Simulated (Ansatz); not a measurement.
**ZnAg**

```
Zn Ag
1.0
     3.15600    0.00000    0.00000
     0.00000    3.15600    0.00000
     0.00000    0.00000    3.15600
Zn Ag
1 1
Direct
  0.50000 0.50000 0.50000
  0.00000 0.00000 0.00000
```

Atoms are numbered in the order listed.

The cell comes from COD entry 9008800, which wasn't checked; take it as a given geometry.

Methods: DFT, LDA, all-electron LAPW, scalar-relativistic (Ansatz 0.2.0); DFT, LDA, PAW with Ansatz's default frozen-core files, scalar-relativistic (Ansatz 0.2.0).

For LAPW: a Γ-centred 12×12×12 k mesh, Fermi–Dirac smearing of 0.03 eV, basis error target 0.25 meV/atom, no spin polarisation. PAW takes a cutoff of 420 eV at this cell (files made with PBE, cores remade for this functional). The Ansatz runs share mesh, smearing and spin set-up. Values come from LAPW unless marked.

| Item | Value |
| --- | --- |
| Pressure at this cell | -8.07 GPa |
| Band gap | none: with an odd electron count and no spin polarisation the bands can't all be full, a metal in this set-up (spin order or a larger cell could open a gap) |
| Density of states at the Fermi level (0.2 eV bin) | 0.52 states/eV per cell |
| Löwdin charges (with 0.64 e of the cell spilling out of the atomic basis, so their sizes and signs hang on that basis) | Zn1 0.74, Ag2 -0.10 e |
| Bader charges (from the PAW run) | Zn1 +0.30, Ag2 -0.30 e |
| Volume per atom | 106.1 bohr³ |
